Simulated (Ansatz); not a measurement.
Eigenvalues along a path: W (sc type)

```
CELL_PARAMETERS angstrom
2.60951 0.00000 0.00000
0.00000 2.60951 0.00000
0.00000 0.00000 2.60951
ATOMIC_POSITIONS crystal
W 0.00000 0.00000 0.00000
```

The cell comes from a relaxation on PAW files under the same functional, begun from a prototype that needn't be the stable phase.

Level of theory: DFT with PBEsol, scalar-relativistic, in Ansatz 0.2.0; a Γ-centred 16×16×16 k mesh, Fermi–Dirac smearing of 0.1 eV, no spin polarisation. LAPW: all electrons, basis error target 1 meV/atom.

Spin–orbit coupling is left out, which matters for the heavy atoms.

Path points, in fractions of the reciprocal vectors: Γ (0.000, 0.000, 0.000), X (0.000, 0.500, 0.000), M (0.500, 0.500, 0.000), R (0.500, 0.500, 0.500). The distance column jumps between branches of the path. Levels in eV from the Fermi level; bands 20 to 25, counted from the lowest band of the run. The gap is zero, the pressure -0.02 GPa.

```
# k(1/Å) point b20 b21 b22 b23 b24 b25
0.000 Γ -8.72 -4.46 -4.46 4.90 4.90 4.90
0.172 - -8.54 -4.42 -4.28 4.61 4.61 4.92
0.344 - -8.07 -4.29 -3.73 3.88 3.88 4.98
0.516 - -7.41 -4.10 -2.88 3.00 3.00 5.07
0.688 - -6.66 -3.88 -1.91 2.16 2.16 5.16
0.860 - -5.94 -3.67 -1.13 1.50 1.50 5.25
1.032 - -5.38 -3.51 -0.78 1.08 1.08 5.31
1.204 X -5.15 -3.46 -0.72 0.94 0.94 5.33
1.376 - -4.95 -3.29 -1.35 0.97 1.47 5.09
1.548 - -4.48 -2.68 -2.43 1.08 2.31 4.46
1.720 - -4.00 -3.51 -1.48 1.23 3.10 3.67
1.892 - -4.44 -3.60 0.23 1.41 2.90 3.80
2.064 - -5.16 -3.27 1.58 2.19 2.28 4.37
2.236 - -5.60 -3.04 1.70 1.88 4.01 4.77
2.408 M -5.76 -2.95 1.74 1.74 4.92 4.92
2.651 - -5.46 -3.12 1.80 1.87 3.79 4.05
2.894 - -4.78 -3.48 1.82 2.01 2.20 2.24
3.137 - -5.00 -3.16 -0.18 0.70 2.40 2.81
3.381 - -6.15 -3.20 -1.93 1.04 3.02 3.50
3.624 - -7.43 -3.84 -3.30 2.75 3.80 4.18
3.867 - -8.37 -4.30 -4.16 4.30 4.56 4.71
4.110 Γ -8.72 -4.46 -4.46 4.90 4.90 4.90
4.408 - -8.20 -4.12 -4.12 4.19 4.40 4.40
4.706 - -6.77 -3.14 -3.14 2.64 3.01 3.01
5.004 - -4.95 -1.70 -1.70 1.28 1.28 1.57
5.302 - -3.97 -1.44 -1.44 1.24 1.24 2.61
5.600 - -3.99 -2.75 -2.75 3.54 3.54 5.82
5.898 - -4.06 -3.71 -3.71 6.23 6.23 8.14
6.196 R -4.05 -4.05 -4.05 7.28 8.01 8.01
6.439 - -4.11 -3.88 -3.72 6.27 7.11 7.87
6.682 - -4.17 -3.37 -2.80 3.67 4.79 9.29
6.925 - -4.06 -2.56 -1.66 1.28 2.36 8.26
7.168 - -3.63 -1.94 -1.52 -0.71 1.98 6.26
7.412 - -3.54 -2.82 -2.21 -0.40 3.49 4.16
7.655 - -4.73 -3.14 -1.67 0.55 2.18 4.83
7.898 X -5.15 -3.46 -0.72 0.94 0.94 5.33
9.601 R -4.05 -4.05 -4.05 7.28 8.01 8.01
9.773 - -4.16 -3.88 -3.88 6.66 7.58 8.00
9.945 - -4.44 -3.39 -3.39 4.29 7.95 8.42
10.117 - -4.82 -2.60 -2.60 1.94 7.89 9.70
10.289 - -5.19 -1.54 -1.54 -0.09 7.82 8.65
10.461 - -5.49 -1.65 -0.28 -0.28 7.17 7.17
10.633 - -5.69 -2.62 1.01 1.01 5.71 5.71
10.805 M -5.76 -2.95 1.74 1.74 4.92 4.92
```
